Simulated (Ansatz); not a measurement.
LaN:
```cif
data_LaN
_chemical_formula_sum 'N1 La1'
_space_group_name_H-M_alt 'P 1'
_space_group_IT_number 1
_cell_length_a 3.96300
_cell_length_b 3.96300
_cell_length_c 3.96300
_cell_angle_alpha 60.000
_cell_angle_beta 60.000
_cell_angle_gamma 60.000
loop_
_space_group_symop_operation_xyz
  'x, y, z'
loop_
_atom_site_label
_atom_site_type_symbol
_atom_site_fract_x
_atom_site_fract_y
_atom_site_fract_z
_atom_site_occupancy
N1 N 0.25000 0.25000 0.25000 1
La1 La 0.00000 0.00000 0.00000 1
```

Relaxed with r²SCAN. 

Task: HSE06 on this cell (Ansatz, a first-principles code, PAW) gives a gap of 2.17 eV. What does r²SCAN give?

Result: 1.51 eV.

Cost on shared cores: the r²SCAN run (SCF on a 9×9×9 mesh, then bands and DOS) around 15 core-seconds (rough), the HSE06 run (SCF on 6×6×6, then a few points) very roughly 80 core-seconds; the tasks are unlike.

Space group F-43m (zinc blende). The start of the workflow was typed in or built on a structure type; neither database checked (COD, Materials Project) lists it. COD files the formula under space group No. 225. Its standing as an ambient phase is unchecked. The r²SCAN relaxation kept the symmetry of its start; whether a distortion lowers the energy is not shown. Scalar-relativistic: spin–orbit coupling is off unless named, which matters more the heavier the elements.

Potentials: the earlier of the program's two PAW sets.

Ansatz is a plane-wave DFT program.
